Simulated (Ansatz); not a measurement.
CsGeI3:
```
CsGeI3
1.0
    4.12286     2.38033     3.39422
   -4.12286     2.38033     3.39422
    0.00000    -4.76067     3.39422
Cs Ge I
1 1 3
Direct
  0.59481   0.59481   0.59481
  0.11207   0.11207   0.11207
  0.09336   0.09336   0.59440
  0.09336   0.59440   0.09336
  0.59440   0.09336   0.09336
```

Cartesian axes are those of the cell as given.

Task: Give the proper piezoelectric stress tensor with relaxed ions from PBEsol (plane waves, PAW; program Ansatz).

Result: In C/m², rows x, y, z, Voigt columns; mesh uncertainty up to 0.01.
```
 0.00   0.00   0.00   0.00   2.08   0.75
 0.75  -0.75   0.00   2.08   0.00   0.00
 0.85   0.85   1.99   0.00   0.00   0.00
```

The elastic tensor of the same run (GPa):

```
32.4  10.1   9.3   1.9   0.0   0.0
10.1  32.4   9.3  -1.9   0.0   0.0
 9.3   9.3  20.8   0.0   0.0   0.0
 1.9  -1.9   0.0   8.0   0.0   0.0
 0.0   0.0   0.0   0.0   8.0   1.9
 0.0   0.0   0.0   0.0   1.9  11.2
```

Task: Convert to strain constants d = e·S.

Result: In pC/N:
```
  0.0    0.0    0.0    0.0  255.5   24.7
 12.3  -12.3    0.0  255.5    0.0    0.0
 -1.2   -1.2   96.8    0.0    0.0    0.0
```

Space group R3m. The workflow started from a Materials Project entry (that database holds measured and hypothetical structures alike); the Crystallography Open Database files this formula in space group No. 160, but the cells were not matched. Its standing as an ambient phase is unchecked. Symmetry was held in the PBEsol relaxation; its stability against distortions is not shown here. Scalar-relativistic: spin–orbit coupling is off unless named, which matters more the heavier the elements.

Potentials: the later of the program's two PAW sets.
